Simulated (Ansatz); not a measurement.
TiB:
```
CELL_PARAMETERS angstrom
      6.10466     0.00000     0.00000
      0.00000     3.04695     0.00000
      0.00000     0.00000     4.55533
ATOMIC_POSITIONS crystal
  Ti 0.67755 0.25000 0.37758
  Ti 0.32245 0.75000 0.62242
  Ti 0.82245 0.75000 0.87758
  Ti 0.17755 0.25000 0.12242
  B  0.53012 0.25000 0.90032
  B  0.46988 0.75000 0.09968
  B  0.96988 0.75000 0.40032
  B  0.03012 0.25000 0.59968
```

Relaxed with r²SCAN.

**Question.** Give the Bader charges and basin volumes of the independent atoms, r²SCAN in the plane-wave PAW code Ansatz.

**Answer.** 

```tsv
atom	Bader charge (e)	Bader volume (Å³)
Ti1	+1.35	9.7
B5	-1.35	11.5
```

Space group Pnma. The workflow started from a Materials Project entry (that database holds measured and hypothetical structures alike); the Crystallography Open Database files this formula in space group No. 62, but the cells were not matched. Whether it is the stable phase at ambient conditions was not checked. The cell was relaxed with r²SCAN under the symmetry of its start; whether a distortion lowers the energy is not shown. No spin polarisation was allowed.

Potentials: the later of the program's two PAW sets.
